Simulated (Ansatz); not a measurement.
Hf₄Cl₃: zone-centre modes

Method: DFT PBE, scalar-relativistic, plane waves, PAW in Ansatz 0.2.0. Cutoff 420 eV, 12×12×1 k-points (Γ-centred), Gaussian smearing of 0.10 eV. No spin polarisation. Phonons by linear response, acoustic sum rule imposed.

Relaxed structure:
```xyz
14
Lattice="3.3563 0.0000 0.0000 -1.6781 2.9066 0.0000 0.0000 0.0000 35.0601" Properties=species:S:1:pos:R:3 pbc="T T T"
Hf    1.6781    0.9689    3.6580
Hf    0.0000    1.9378   31.4021
Hf    0.0000    1.9378    1.2861
Hf    1.6781    0.9689   33.7739
Hf    0.0000    1.9378   23.7071
Hf    0.0000    0.0000   21.3918
Hf    1.6781    0.9689   11.3530
Hf    0.0000    0.0000   13.6682
Cl    0.0000    0.0000    5.4368
Cl    0.0000    0.0000   29.6233
Cl    1.6781    0.9689   25.4722
Cl    1.6781    0.9689   19.6239
Cl    0.0000    1.9378    9.5879
Cl    0.0000    1.9378   15.4361
```

The cell was found from a proposed guess, not taken from experiment. In a metal, frequencies depend on the k mesh and the smearing, soft modes most. Spin–orbit coupling is left out, which matters for heavy elements. No dispersion correction is applied, so modes and constants that involve weak contacts between layers, chains or molecules come out too soft.

**Question.** Is this structure stable against zone-centre distortions?

**Answer.** Yes, at Γ: no optical mode is imaginary. Strains and other wave vectors aren't tested by this run.

**Question.** List the optical modes at Γ (i marks imaginary ones).

**Answer.**
| frequency (cm⁻¹) | degeneracy |
| --- | --- |
| ≈0 | 4 |
| ≈0 | 1 |
| 6 | 1 |
| 34 | 2 |
| 56 | 1 |
| 77 | 2 |
| 78 | 2 |
| 80 | 4 |
| 131 | 1 |
| 131 | 1 |
| 135 | 1 |
| 140 | 1 |
| 175 | 2 |
| 175 | 2 |
| 176 | 4 |
| 180 | 4 |
| 266 | 1 |
| 266 | 1 |
| 267 | 1 |
| 270 | 1 |
| 272 | 1 |
| 272 | 1 |
